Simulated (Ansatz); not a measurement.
Sn4Pd (space group Ccce)

```
CELL_PARAMETERS angstrom
      3.22131    -5.71110     0.00000
      3.22131     5.71110     0.00000
      0.00000     0.00000     6.39775
ATOMIC_POSITIONS crystal
  Sn 0.20610 0.45789 0.33095
  Sn 0.79390 0.54211 0.33095
  Sn 0.45789 0.20610 0.66905
  Sn 0.54211 0.79390 0.66905
  Sn 0.29390 0.04211 0.16905
  Sn 0.70610 0.95789 0.16905
  Sn 0.04211 0.29390 0.83095
  Sn 0.95789 0.70610 0.83095
  Pd 0.50000 0.50000 0.00000
  Pd 0.00000 0.00000 0.50000
```

The volume is varied about the relaxed value V₀ at fixed cell shape. The atoms relax within the cell's symmetry.

The numbers are results of PBEsol (plane waves to 420 eV, PAW, scalar-relativistic; Ansatz, a quantum-chemistry and plane-wave program), not measurements. k mesh 8×8×8 (Γ-centred), Fermi-Dirac smearing 0.05 eV. The energy includes the smearing's −TS. Sn4Pd is run without spin polarisation. Sn4Pd was relaxed with its symmetry unable to fall. ΔE is measured from the relaxed starting cell.

Problem. Predict the ΔE (meV/atom) at V/V₀ = 0.940, 0.955, 0.970, 1.030, 1.045.

Solution. 
| V/V₀ | ΔE (meV/atom) |
|---|---|
| 0.940 | 21 |
| 0.955 | 11 |
| 0.970 | 5 |
| 1.030 | 4 |
| 1.045 | 9 |

(A scan under strain: stresses follow from slopes of the energy per volume, elastic moduli from its curvatures.)
